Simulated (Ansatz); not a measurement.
The calculation used DFT PBE, scalar-relativistic, plane waves, PAW in Ansatz 0.2.0. Settings: cutoff 420 eV, Γ-centred meshes spaced at most about 0.3 Å⁻¹, and about 0.25 Å⁻¹ or finer for metals (2π included), Gaussian smearing. No spin polarisation in the final relaxations.

These are static total energies at zero pressure.

Two relaxed structures of MgZn2TeS2:

A.

```cif
data_structure
_symmetry_space_group_name_H-M 'P4/mmm'
_symmetry_Int_Tables_number 123
_cell_length_a 5.4687
_cell_length_b 5.4687
_cell_length_c 5.1642
_cell_angle_alpha 90.000
_cell_angle_beta 90.000
_cell_angle_gamma 90.000
_cell_volume 154.45
loop_
_atom_site_label
_atom_site_type_symbol
_atom_site_symmetry_multiplicity
_atom_site_Wyckoff_symbol
_atom_site_fract_x
_atom_site_fract_y
_atom_site_fract_z
_atom_site_occupancy
Mg1 Mg 1 b 0.00000 0.00000 0.50000 1
Zn1 Zn 2 e 0.00000 0.50000 0.50000 1
Te1 Te 1 a 0.00000 0.00000 0.00000 1
S1 S 2 h 0.50000 0.50000 0.80859 1
```

B.

```cif
data_structure
_symmetry_space_group_name_H-M 'Pmmm'
_symmetry_Int_Tables_number 47
_cell_length_a 4.8540
_cell_length_b 5.3270
_cell_length_c 5.5399
_cell_angle_alpha 90.000
_cell_angle_beta 90.000
_cell_angle_gamma 90.000
_cell_volume 143.25
loop_
_atom_site_label
_atom_site_type_symbol
_atom_site_symmetry_multiplicity
_atom_site_Wyckoff_symbol
_atom_site_fract_x
_atom_site_fract_y
_atom_site_fract_z
_atom_site_occupancy
Mg1 Mg 1 h 0.50000 0.50000 0.50000 1
Zn1 Zn 2 q 0.00000 0.00000 0.25529 1
Te1 Te 1 f 0.50000 0.50000 0.00000 1
S1 S 1 g 0.00000 0.50000 0.50000 1
S2 S 1 b 0.50000 0.00000 0.00000 1
```

Task: Which would you expect to be lower, and how large is the difference?

Result: B is lower, by 0.31 eV/atom. A has space group P4/mmm (No. 123), 25.7 Å³/atom and no gap on its mesh; B has space group Pmmm (No. 47), 23.9 Å³/atom and no gap. Counting S or Te atoms around Mg and Zn (for each partner element, those within 1.25 times its shortest distance or 1.15 times the sum of covalent radii, where it is the nearest in units of that sum or under 1.3; the shortest distance is added where it exceeds 1.18 times the sum of covalent radii), A has Mg 2, Zn 4 from 3.2 Å and B has Mg 4, Zn 4 from 2.8 Å. A holds S–S pairs (shortest 1.98 Å); in B the shortest S–S distance is 4.55 Å. The denser one is the lower, and pressure would at first widen the difference. Both come from invented guesses. A third cell relaxed alike, in P-3m1, lies 0.58 eV/atom below the lower of the two.

Spin–orbit coupling, which can matter for Te, is left out. Cells relaxed within their symmetry can be saddle points.
